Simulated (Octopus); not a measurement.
CdF2 (Fm-3m, No. 225): conduction levels under hydrostatic strain

CdF2 (Fm-3m, No. 225), cubic lattice constant 5.401 Å. The cell is a database entry, not relaxed again.

All numbers are Octopus results at the level LDA (grid spacing about 0.14 Å, Γ-centred 6×6×6 k-mesh, Fermi-Dirac smearing of 0.01 eV, no spin polarisation; PseudoDojo 0.4 LDA potentials), not measurements. Spin-orbit coupling is left out. The cell is scaled uniformly. Energies of the lowest empty band count from each cell's highest valence level among the special points, at X; they are Kohn-Sham values at fixed points of the zone, Δ being held at 0.85 of Γ–X, not searched.

```json
[
 {"a (Å)": "5.158", "ln(V/V₀)": "-0.1381", "Γ (eV)": "3.415", "Δ (eV)": "8.413", "L (eV)": "8.062"},
 {"a (Å)": "5.212", "ln(V/V₀)": "-0.1069", "Γ (eV)": "3.294", "Δ (eV)": "8.169", "L (eV)": "7.810"},
 {"a (Å)": "5.266", "ln(V/V₀)": "-0.0760", "Γ (eV)": "3.176", "Δ (eV)": "7.931", "L (eV)": "7.566"},
 {"a (Å)": "5.320", "ln(V/V₀)": "-0.0453", "Γ (eV)": "?", "Δ (eV)": "?", "L (eV)": "?"},
 {"a (Å)": "5.374", "ln(V/V₀)": "-0.0150", "Γ (eV)": "2.947", "Δ (eV)": "7.465", "L (eV)": "7.093"},
 {"a (Å)": "5.401", "ln(V/V₀)": "0.0000", "Γ (eV)": "2.891", "Δ (eV)": "7.352", "L (eV)": "6.978"},
 {"a (Å)": "5.455", "ln(V/V₀)": "0.0299", "Γ (eV)": "2.781", "Δ (eV)": "7.127", "L (eV)": "6.752"}
]
```

V₀ is the volume of the database cell.

Problem. Fit each column by a quadratic in ln V through the rows shown. Give the volume deformation potentials dE/d ln V at the withheld row, and predict that row.

Solution. Fits: Γ: 2.891 −3.70 x +0.6 x²; Δ: 7.352 −7.55 x +0.9 x²; L: 6.978 −7.61 x +1.7 x², with x = ln(V/V₀). At x = -0.0453 the slopes are −3.8 eV (Γ), −7.6 eV (Δ), −7.8 eV (L). Predicted against computed: 3.060 against 3.060 eV, 7.696 against 7.695 eV, 7.327 against 7.326 eV.

The lowest of these levels is that at Γ in all rows.
